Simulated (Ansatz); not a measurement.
Se (trigonal-Se type, space group P3_121)

```yaml
crystal:
  lattice:
    - [9.06910, 0.00000, 0.00000]
    - [-2.26727, 3.92703, 0.00000]
    - [0.00000, 0.00000, 5.04146]
  atoms:
    - { symbol: Se, position: [0.10907, 0.00000, 0.83333] }
    - { symbol: Se, position: [0.60907, 0.00000, 0.83333] }
    - { symbol: Se, position: [0.00000, 0.21814, 0.16667] }
    - { symbol: Se, position: [0.50000, 0.21814, 0.16667] }
    - { symbol: Se, position: [0.39093, 0.78186, 0.50000] }
    - { symbol: Se, position: [0.89093, 0.78186, 0.50000] }
```

Two-dimensional scan of atom 1 (Se, nearest neighbour Se at 2.400 Å; its periodic images, 4.5 Å or more away, move with it): u runs along (0.707, 0.707, 0.000), v along (0.000, 0.000, 1.000) (Cartesian). Cell and other atoms are fixed.

Level of theory: PBE (plane waves to 420 eV, PAW, scalar-relativistic; Ansatz, a program for electronic structure). k mesh 7×7×5 (Γ-centred), Fermi-Dirac smearing 0.05 eV. Compression counts positive. Points where atoms come too close for the PAW data are left out (x in tables, blank in figures). As the smearing reaches across the gap at some points, energies and forces of such displacements shift with the k mesh and the smearing. Se was relaxed with its symmetry unable to fall. The last digit holds for this mesh only.

Changes of P (GPa) from the point u = 0.000 Å, v = 0.000 Å when one coordinate moves alone (two changes are said to add if the coupling is within 5 % of the smaller one, nearly so within 20 %):

| point | change |
|---|---|
| u = 0.000 Å, v = -0.600 Å | 4.02 |
| u = 0.000 Å, v = -0.400 Å | 1.81 |
| u = 0.000 Å, v = -0.200 Å | 0.46 |
| u = -0.600 Å, v = 0.000 Å | 5.46 |
| u = -0.400 Å, v = 0.000 Å | 3.24 |
| u = -0.200 Å, v = 0.000 Å | 1.43 |
| u = 0.200 Å, v = 0.000 Å | -1.05 |
| u = 0.400 Å, v = 0.000 Å | -1.72 |
| u = 0.600 Å, v = 0.000 Å | -2.05 |
| u = 0.000 Å, v = 0.200 Å | 0.46 |
| u = 0.000 Å, v = 0.400 Å | 1.81 |
| u = 0.000 Å, v = 0.600 Å | 4.02 |

### Question
Do the two effects add at u = 0.400 Å, v = -0.400 Å? Give the computed change.

### Answer
The sum of the single changes is -1.72 + (1.81) = 0.09; the calculation gives -1.17, so the coupling contributes -1.26 (over 20 % of the smaller single change, not additive).

### Question
Do the two effects add at u = 0.200 Å, v = 0.600 Å? Give the computed change.

### Answer
The sum of the single changes is -1.05 + (4.02) = 2.97; the calculation gives 2.62, so the coupling contributes -0.35 (over 20 % of the smaller single change, not additive).

### Question
Do the two effects add at u = -0.600 Å, v = 0.600 Å? Give the computed change.

### Answer
The sum of the single changes is 5.46 + (4.02) = 9.48; the calculation gives 6.51, so the coupling contributes -2.97 (over 20 % of the smaller single change, not additive).

(For displaced atoms, the force is minus the slope of the energy, and its curvature is a force constant, which sets phonon frequencies.)
